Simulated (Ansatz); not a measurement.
TiRh (L1₀ or tetragonal B2, P4/mmm) under volume change, the program Ansatz at the PBEsol level (PAW), shape and atoms relaxed at each volume.

```csv
V (Å³/atom),E − E(relaxed) (meV/atom),P (GPa)
13.133,90.5,24.29
13.566,37.9,14.85
13.999,9.0,6.82
14.432,0.0,-0.01
14.864,[?],[?]
15.297,[?],[?]
15.730,65.4,-14.92
```

**Question.** Fill in the missing entries.

**Answer.** 
- 14.864, E − E(relaxed) (meV/atom): 8.1
- 14.864, P (GPa): -5.81
- 15.297, E − E(relaxed) (meV/atom): 30.6
- 15.297, P (GPa): -10.74

**Question.** What does a third-order Birch–Murnaghan fit give for V₀, B₀ and B′?

**Answer.** V₀ = 14.43 Å³/atom, B₀ = 209 GPa, B′ = 4.4.

The first step of the workflow began from a Materials Project structure, measured or hypothetical; the Crystallography Open Database files this formula in space group No. 123, but the cells were not matched. Whether it is the stable phase at ambient conditions was not checked. Symmetry was held in the PBEsol relaxation; of distortions, only those at the zone centre were tested. No spin polarisation was allowed.

Potentials: the later of the program's two PAW sets.
